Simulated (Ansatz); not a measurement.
Input and command of a plane-wave DFT calculation in Ansatz:

```yaml
crystal:
  lattice:
    - [9.9426835991, 0.0, 0.0]
    - [-4.9713417996, 8.6106165786, 0.0]
    - [0.0, 0.0, 3.363495]
  atoms:
    - { symbol: V, position: [0.66666667, 0.33333333, 0.25], spin: -2.03 }
    - { symbol: V, position: [0.33333333, 0.66666667, 0.75], spin: -2.03 }
    - { symbol: Br, position: [0.44195, 0.220975, 0.75] }
    - { symbol: Br, position: [0.779025, 0.220975, 0.75] }
    - { symbol: Br, position: [0.779025, 0.55805, 0.75] }
    - { symbol: Br, position: [0.55805, 0.779025, 0.25] }
    - { symbol: Br, position: [0.220975, 0.779025, 0.25] }
    - { symbol: Br, position: [0.220975, 0.44195, 0.25] }
basis:
  ecutwfc: 420
kpoints:
  mp_grid: { grid: [6, 6, 10] }
hamiltonian:
  xc: pbesol
scf:
  occupations: { method: gaussian, width: 0.1 }
output:
  forces: true
  stress: true
  eigenvalues: true
  populations: true
  write_density: true
  write_potential: true
  elf: true
  volumetric_format: npy
magnetization:
  spin_polarized: true
relax:
  adjacent_minimum: "off"
  f_tol: 0.005
  max_steps: 80
  cell: { stress_tol: 0.05 }
```

```bash
ansatz run input.yaml --threads 2 --pin off --max-ram 5120MiB --backend cpu --events-out ev --progress --plain --runs-dir out
```

Processor: Arm Neoverse V2, 2 threads, on a host shared with other jobs.

**Question.** How long does it run, and how much memory does it take?

**Answer.** About 6.2 min on 2 threads of Arm Neoverse V2, on a shared host, peak memory 1.1 GiB. It solves 45 bands at 42 k points (the mesh reduced by symmetry) with about 5225 plane waves (on the last cell), in 70 SCF iterations over 8 ionic steps.
